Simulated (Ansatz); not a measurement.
# Al2Au in Ansatz, vacancy hop by nudged elastic band

Run with:

```bash
ansatz run input.yaml --threads 4 --pin off --max-ram 8192MiB --backend cpu --events-out ev --progress --plain --runs-dir out
```

The input file (Ansatz 0.2.0, plane waves):

```yaml
crystal:
  lattice:
    - [0.0, 6.00192, 6.00192]
    - [6.00192, 0.0, 6.00192]
    - [6.00192, 6.00192, 0.0]
  atoms:
    - { symbol: Au, position: [0.00014568, 0.00029824, -0.00172673] }
    - { symbol: Al, position: [0.12195027, 0.13094737, 0.12401551] }
    - { symbol: Al, position: [0.37449315, 0.37742815, 0.37575939] }
    - { symbol: Au, position: [-0.0047373, 0.00068169, 0.50345507] }
    - { symbol: Al, position: [0.12183784, 0.13069065, 0.62422589] }
    - { symbol: Al, position: [0.37737, 0.37372035, 0.87541612] }
    - { symbol: Au, position: [0.0013544, 0.49617979, 0.00160775] }
    - { symbol: Al, position: [0.12102148, 0.62596697, 0.12678544] }
    - { symbol: Al, position: [0.3770195, 0.87334675, 0.37454903] }
    - { symbol: Au, position: [-0.00040071, 0.5011645, 0.49557014] }
    - { symbol: Al, position: [0.12317093, 0.62948068, 0.6228028] }
    - { symbol: Al, position: [0.37191789, 0.87917137, 0.87538658] }
    - { symbol: Au, position: [0.50518335, -0.00648747, -0.00064128] }
    - { symbol: Al, position: [0.62916239, 0.1241966, 0.11728898] }
    - { symbol: Al, position: [0.87111302, 0.37446998, 0.37316256] }
    - { symbol: Au, position: [0.49948627, -0.00111685, 0.50103373] }
    - { symbol: Al, position: [0.88054453, 0.3732623, 0.86957776] }
    - { symbol: Au, position: [0.50139768, 0.49683162, 0.00027196] }
    - { symbol: Al, position: [0.62206933, 0.62296208, 0.13011637] }
    - { symbol: Al, position: [0.8747569, 0.87664029, 0.37334846] }
    - { symbol: Au, position: [0.50090168, 0.49909097, 0.5006326] }
    - { symbol: Al, position: [0.62373834, 0.62547694, 0.62271431] }
    - { symbol: Al, position: [0.87429312, 0.87480506, 0.87050433] }
kpoints:
  mp_grid: { grid: [2, 2, 2] }
magnetization:
  spin_polarized: false
scf:
  occupations: { method: fermi_dirac, width: 0.05 }
hamiltonian:
  pseudopotentials: { kind: paw }
  xc: pbe
basis:
  ecutwfc: 420
neb:
  images: 5
  relax_end_points: true
  climbing: true
  f_tol: 0.05
  max_iterations: 40
  order_check: false
  final_atoms:
    - { symbol: Au, position: [0.00014568, 0.00029824, -0.00172673] }
    - { symbol: Al, position: [0.12195027, 0.13094737, 0.12401551] }
    - { symbol: Al, position: [0.37449315, 0.37742815, 0.37575939] }
    - { symbol: Au, position: [-0.0047373, 0.00068169, 0.50345507] }
    - { symbol: Al, position: [0.12183784, 0.13069065, 0.62422589] }
    - { symbol: Al, position: [0.37737, 0.37372035, 0.87541612] }
    - { symbol: Au, position: [0.0013544, 0.49617979, 0.00160775] }
    - { symbol: Al, position: [0.12102148, 0.62596697, 0.12678544] }
    - { symbol: Al, position: [0.3770195, 0.87334675, 0.37454903] }
    - { symbol: Au, position: [-0.00040071, 0.5011645, 0.49557014] }
    - { symbol: Al, position: [0.12317093, 0.62948068, 0.6228028] }
    - { symbol: Al, position: [0.6268353, 1.12731217, 0.62427108] }
    - { symbol: Au, position: [0.50518335, -0.00648747, -0.00064128] }
    - { symbol: Al, position: [0.62916239, 0.1241966, 0.11728898] }
    - { symbol: Al, position: [0.87111302, 0.37446998, 0.37316256] }
    - { symbol: Au, position: [0.49948627, -0.00111685, 0.50103373] }
    - { symbol: Al, position: [0.88054453, 0.3732623, 0.86957776] }
    - { symbol: Au, position: [0.50139768, 0.49683162, 0.00027196] }
    - { symbol: Al, position: [0.62206933, 0.62296208, 0.13011637] }
    - { symbol: Al, position: [0.8747569, 0.87664029, 0.37334846] }
    - { symbol: Au, position: [0.50090168, 0.49909097, 0.5006326] }
    - { symbol: Al, position: [0.62373834, 0.62547694, 0.62271431] }
    - { symbol: Al, position: [0.87429312, 0.87480506, 0.87050433] }
```

Origin of the cell: a database entry, scaled a little.

The cell is 2×2×2 cells of Al2Au with one Al taken out; atom 12 (Al) hops into the empty site, 3.02 Å away before the end points are relaxed. All atoms were shaken by about 0.02 Å first.

Output (shortened):

```
Warning: neb: disabling space-group detection — the band's intermediate images generally break the endpoint symmetry, so no spatial operation reduces the k-mesh or symmetrises the density, ex […]
Pseudopotentials: kind: paw
Pseudopotential: Au, paw, valence charge 19, recommended cutoff 420 eV (normal), Au.paw.azcp
Pseudopotential: Al, paw, valence charge 3, recommended cutoff 420 eV (normal), Al.paw.azcp
Functional definition: PBE
  exchange = pbe_x(kappa = kappa, mu = beta*pi^2/3)
  correlation = pbe_c(beta = beta)
parallel-image band execution: 4 concurrent image workers
NEB image 0
Crystal: 23 atoms, lattice volume = 432.415 Å³
Basis set: ecut = 420 eV, 8393 PW (Γ), exchange–correlation on 120×120×120 points (8 copies of the dense FFT grid, shifted against one another)
Bands: 122, of which v1, the nominal top of the filled ones, is band 99 counted from 1 (98 counted from 0)
[… 6 lines left out …]
Initial density: superposition of atomic densities (neutral atoms: chi_scale 0, normalization atom), corrected by the library's trained network
Functional: x = pbe(κ = 0.804, μ = 0.219515), c = pbe(β = 0.066725)
SCF iter   1: F=—  HF=-113266.230751 eV  Δρ=2.57e-3  dr2=9.46e-2  defer=33
SCF iter   2: F=—  HF=-113266.225139 eV  Δρ=1.36e-3  dr2=2.85e-2  defer=67
SCF iter   3: F=—  HF=-113266.222500 eV  Δρ=4.68e-4  dr2=4.28e-3  defer=67
[… 3 lines left out …]
SCF iter   7: F=—  HF=-113266.222484 eV  Δρ=1.11e-5  dr2=1.43e-6  defer=76
SCF iter   8: F=—  HF=-113266.222484 eV  Δρ=4.20e-6  dr2=1.89e-7  defer=76
SCF iter   9: F=-113266.222484 eV  HF=-113266.222484 eV  Δρ=1.41e-6  dr2=1.95e-8
NEB iter   1: max|band force component| = 2.828e0 eV/Å  barrier→ = 1.8052 eV  barrier← = 1.8052 eV  Δτ_max = 0.1761 Å  (63 SCF iters)
NEB iter   2: max|band force component| = 5.162e-1 eV/Å  barrier→ = 0.9536 eV  barrier← = 0.9536 eV  Δτ_max = 0.0568 Å  (43 SCF iters)
NEB iter   3: max|band force component| = 1.589e-1 eV/Å  barrier→ = 0.8765 eV  barrier← = 0.8765 eV  CI = image 3  Δτ_max = 0.0424 Å  (38 SCF iters)
NEB iter   4: max|band force component| = 5.381e-2 eV/Å  barrier→ = 0.8655 eV  barrier← = 0.8655 eV  CI = image 3  Δτ_max = 0.0049 Å  (36 SCF iters)
NEB iter   5: max|band force component| = 5.758e-3 eV/Å  barrier→ = 0.8643 eV  barrier← = 0.8643 eV  CI = image 3  Δτ_max = 0.0000 Å  (28 SCF iters)
--- NEB band (7 images, 5 band iterations, 208 SCF iterations, 45 more in tests of the images' electronic states and relaxations of end points) ---
  forward barrier  = 0.864266 eV
  backward barrier = 0.864265 eV
  lagrangian_above_aufbau_ev (what the smearing adds, to first order; not taken off the barriers): saddle image -0.044286 eV, end points -0.038542 and -0.038533 eV
  climbing image's point = of an order that was not read
  energies are F+E_penalty+E_count in eV, relative to image 0
  image     s (Å)  Δ vs image 0  max|band force component| (eV/Å)
      0    0.0000      0.000000                                 —
      1    0.5330      0.162259                          2.287e-3
      2    1.0659      0.613390                          4.211e-3
  *   3    1.5990      0.864266                          5.758e-3
      4    2.1320      0.613359                          4.212e-3
      5    2.6650      0.162214                          2.283e-3
      6    3.1980      0.000001                                 —
```

The converged band:

```tsv
image	path over all atoms (Å)	ΔF (eV)	Al x	y	z (Å)
0	0.00	0.000	10.50	7.50	7.60
1	0.53	0.162	10.50	7.50	7.97
2	1.07	0.613	10.50	7.50	8.47
3	1.60	0.864	10.50	7.50	9.00
4	2.13	0.613	10.50	7.50	9.53
5	2.67	0.162	10.50	7.50	10.03
6	3.20	0.000	10.50	7.50	10.40
```

Highest image (3), forces in eV/Å:

```xyz
23
Lattice="0.000 6.002 6.002 6.002 0.000 6.002 6.002 6.002 0.000" Properties=species:S:1:pos:R:3:forces:R:3 pbc="T T T" image=3
Au   -0.038    0.027    0.114    0.000    0.000   -0.002
Al    1.522    1.521    1.497   -0.001    0.001   -0.002
Al    4.470    4.470    4.504   -0.001    0.001    0.002
Au    3.030    2.961   -0.115    0.000    0.000    0.002
Al    4.470    4.470    1.497   -0.001    0.001   -0.002
Al    7.523    7.523    4.504   -0.001    0.001    0.002
Au    3.035    0.032    3.001   -0.001   -0.001    0.000
Al    4.497    1.494    4.582    0.000    0.000    0.004
Al    7.498    4.495    7.258    0.000    0.000    0.002
Au    5.959    2.956    3.001    0.001    0.001    0.000
Al    7.498    4.495    4.416    0.000    0.000    0.006
Al   10.499    7.496    9.002    0.000    0.000    0.000
Au    0.196    3.195    3.001    0.004    0.004    0.000
Al    1.496    4.495    4.745    0.000    0.000   -0.002
Al    4.497    7.496    7.421    0.000    0.000   -0.004
Au    2.796    5.795    3.001   -0.004   -0.004    0.000
Al    7.498   10.497    7.587    0.000    0.000   -0.006
Au    3.030    2.961    6.116    0.000    0.000   -0.002
Al    4.524    4.520    7.499    0.001   -0.001   -0.002
Al    7.473    7.469   10.506    0.001   -0.001    0.002
Au    5.964    6.029    5.887    0.000    0.000    0.002
Al    7.473    7.469    7.499    0.001   -0.001   -0.002
Al   10.526   10.522   10.506    0.001   -0.001    0.002
```

Barrier of this path: 0.86 eV forwards, 0.86 eV backwards, after 5 band iterations.

Caveats: no moments, though an odd count or open d shells may carry them; no spin-orbit coupling, though heavy elements are present; the k mesh is coarse if the cell is a metal; a small cell with a neutral vacancy and no spin, whose shape can make like sites unlike; the cell is held at a rescaled volume, and strain moves barriers; the hop was drawn among near neighbours and need not be the easiest path; few images and a loose tolerance, and neither the top nor the ends were tested for their order.

The run took 3.9 min on 4 threads of Arm Neoverse V2, with other jobs on the host, peak memory 2.8 GiB, from the program's own first density.
